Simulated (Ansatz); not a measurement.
Cs2PdCl4:
```yaml
crystal:
  lattice:
    - [7.52687, 0.00000, 0.00000]
    - [0.00000, 7.52687, 0.00000]
    - [0.00000, 0.00000, 4.65567]
  atoms:
    - { symbol: Cs, position: [0.00000, 0.50000, 0.50000] }
    - { symbol: Cs, position: [0.50000, 0.00000, 0.50000] }
    - { symbol: Pd, position: [0.00000, 0.00000, 0.00000] }
    - { symbol: Cl, position: [0.21827, 0.21827, 0.00000] }
    - { symbol: Cl, position: [0.78173, 0.78173, 0.00000] }
    - { symbol: Cl, position: [0.78173, 0.21827, 0.00000] }
    - { symbol: Cl, position: [0.21827, 0.78173, 0.00000] }
```

Relaxed with r²SCAN. Special points in fractions of this cell's reciprocal vectors: Γ (0.000, 0.000, 0.000); X (0.000, 0.500, 0.000); M (0.500, 0.500, 0.000); Z (0.000, 0.000, 0.500); R (0.000, 0.500, 0.500); A (0.500, 0.500, 0.500).

### Question
List the band energies nearest the valence-band maximum at these points for r²SCAN (plane waves, PAW; program Ansatz).

### Answer
In eV from the valence-band maximum; about four levels below and three above (degenerate sets whole), none deeper than 8.9 eV; points with the same levels are listed once.

```tsv
k	below	above
Γ	-0.53 -0.53 -0.07 -0.07	2.44 4.58 5.89
X	-0.49 -0.36 -0.04 -0.03	2.27 5.66 5.69
M	-0.45 -0.17 0.00 0.00	2.01 6.11 6.11
Z	-0.24 -0.12 -0.05 -0.05	2.45 4.93 6.40
R	-0.29 -0.13 -0.11 -0.09	2.28 5.42 6.44
A	-0.32 -0.18 -0.18 -0.08	2.03 5.79 7.36
```

Space group P4/mmm. The first step of the workflow began from a Materials Project structure, measured or hypothetical; the Crystallography Open Database files this formula in space group No. 123, but the cells were not matched. Its standing as an ambient phase is unchecked. The cell was relaxed with r²SCAN under the symmetry of its start; whether a distortion lowers the energy is not shown. No spin polarisation was allowed. Scalar-relativistic: spin–orbit coupling is off unless named, which matters more the heavier the elements.

Potentials: the later of the program's two PAW sets.
